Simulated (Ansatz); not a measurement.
ScAl:
```yaml
crystal:
  lattice:
    - [1.61819, -5.46644, 0.00000]
    - [1.61819, 5.46644, 0.00000]
    - [0.00000, 0.00000, 4.29454]
  atoms:
    - { symbol: Sc, position: [0.83628, 0.16372, 0.75000] }
    - { symbol: Sc, position: [0.16372, 0.83628, 0.25000] }
    - { symbol: Al, position: [0.56927, 0.43073, 0.75000] }
    - { symbol: Al, position: [0.43073, 0.56927, 0.25000] }
```

Relaxed with LDA. Special points in fractions of this cell's reciprocal vectors: Γ (0.000, 0.000, 0.000); Y (-0.500, 0.500, 0.000); C0 (-0.272, 0.728, 0.000); Σ0 (0.272, 0.272, 0.000); Z (0.000, 0.000, 0.500); A0 (0.272, 0.272, 0.500); E0 (-0.272, 0.728, 0.500); T (-0.500, 0.500, 0.500); S (0.000, 0.500, 0.000); R (0.000, 0.500, 0.500).

Task: List the band energies nearest the Fermi level at these points for LDA (plane waves, PAW; program Ansatz).

Result: In eV from the Fermi level; about four levels below and three above (degenerate sets whole), none deeper than 8.9 eV; points with the same levels are listed once.

```json
[
 {"k": "Γ", "below": "-4.22 -2.46 -1.42 -1.09", "above": "0.68 1.06 1.62"},
 {"k": "Y", "below": "-1.64 -1.64 -0.49 -0.36", "above": "1.02 2.00 2.05"},
 {"k": "C0", "below": "-1.24 -1.14 -0.23 -0.04", "above": "0.47 0.99 1.62"},
 {"k": "Z", "below": "-1.79 -1.79 -1.13 -1.13", "above": "1.59 1.59 1.76 1.76"},
 {"k": "A0", "below": "-2.22 -2.22 -1.41 -1.41", "above": "0.01 0.01 2.28 2.28"},
 {"k": "T", "below": "-6.02 -6.02 -3.46 -3.46", "above": "0.34 0.34 1.54 1.54"},
 {"k": "S", "below": "-1.80 -1.17 -0.31 -0.06", "above": "0.15 1.33 1.66"},
 {"k": "R", "below": "-2.13 -2.13 -1.49 -1.49", "above": "0.03 0.03 2.32 2.32"}
]
```

Space group Cmcm. The workflow started from a Materials Project entry (that database holds measured and hypothetical structures alike); the Crystallography Open Database copy checked does not list it. Whether it is the stable phase at ambient conditions was not checked. The LDA relaxation kept the symmetry of its start; whether a distortion lowers the energy is not shown. The run is not spin-polarised.

Potentials: the later of the program's two PAW sets.
